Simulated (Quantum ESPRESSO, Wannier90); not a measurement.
## Wannierisation of PbSe (Cmcm)

```xyz
4
Lattice="4.3098 0.0000 0.0000 0.0000 0.0000 -4.4505 -2.1549 6.1339 0.0000" Properties=species:S:1:pos:R:3 pbc="T T T"
Pb     2.1549    -1.6164    -1.1126
Pb    -2.1549     1.6164     1.1126
Se     0.0000     1.7017    -1.1126
Se     0.0000    -1.7017     1.1126
```

Structure: Materials Project mp-1063670, symmetrised, not relaxed again. Not found in the COD (Crystallography Open Database) copy used, which has the formula in other groups; not checked further. Method: PBEsol plane waves in Quantum ESPRESSO 7.5 (PseudoDojo norm-conserving files, 69 Ry, no spin polarisation, no spin-orbit coupling), Bloch states on a 6×6×6 mesh through Γ, Wannier90 4.0.1. Density: 8×8×8 mesh, Gaussian smearing 0.01 Ry. Spin-orbit coupling is left out although heavy elements are present.

Bands 25-30 form an isolated set from -4.30 to -0.02 eV relative to the valence-band maximum (on the path) and are turned into 6 Wannier functions by minimising the spread from the start: atomic waves Se 4p.

Centres (Cartesian, Å; one of the equivalent choices) and spreads:

| n | x | y | z | spread (Å²) | nearest atom |
|---|---|---|---|---|---|
| 1 | 0.000 | 1.731 | -1.113 | 5.294 | Se3 |
| 2 | 0.000 | 1.721 | -1.113 | 5.171 | Se3 |
| 3 | 0.000 | 2.397 | -1.113 | 4.773 | Se3 |
| 4 | 0.000 | -1.731 | 1.113 | 5.294 | Se4 |
| 5 | 0.000 | -1.721 | 1.113 | 5.171 | Se4 |
| 6 | 0.000 | -2.397 | 1.113 | 4.773 | Se4 |

Ω_I = 29.53 Å², Ω_total = 30.48 Å²; the interpolated bands follow pw.x to 20 meV rms on the path. Only this start was tried; a symmetric start can stop on a saddle, and mixtures of these functions could lower the total by at most Ω_total − Ω_I.
